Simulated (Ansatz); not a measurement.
MgS: energy along a strain

MgS, Fm-3m, a = 5.203 Å (as given, not relaxed at this level: -0.9 GPa). Ansatz: PBEsol, PAW, 420 eV, Γ-centred 8×8×8 mesh on 2 atoms, Gaussian smearing 0.05 eV; no spin polarisation. Cell vectors (Å): 0.000 2.602 2.602; 2.602 0.000 2.602; 2.602 2.602 0.000. The cell is strained by x per cent times the pattern (1 -1 0 0 0 0) in the order xx yy zz yz xz xy (engineering shears), with fractional coordinates held. y is the free energy over the start, V0 = 17.609 Å³/atom. Symmetry makes y even in x. Points with a strain past 8.5 % were computed too (4) and aren't used here.

```
x (%) y (meV/atom)
-7.50         69.15
 0.00          0.00
 1.87          3.99
 3.75         16.30
 5.62             ?
```

**Question.** Fit y = c2 x² + c4 x⁴ to the other rows, get the stiffness along the pattern, and predict the missing energy.

**Answer.** Least squares on the rows shown. y = 1.1357 x² + 0.0016654 x⁴. The clamped-ion stiffness p·C·p = 2 × 11.36 eV × 160.2 / 17.609 Å³ = 207 GPa (second derivative at the start, which stands under stress). At x = 5.62 the fit asked for gives 37.53 meV/atom. The run gave 37.52 meV/atom, so the fit is 0.01 meV/atom too high, a small miss on the scale of the series.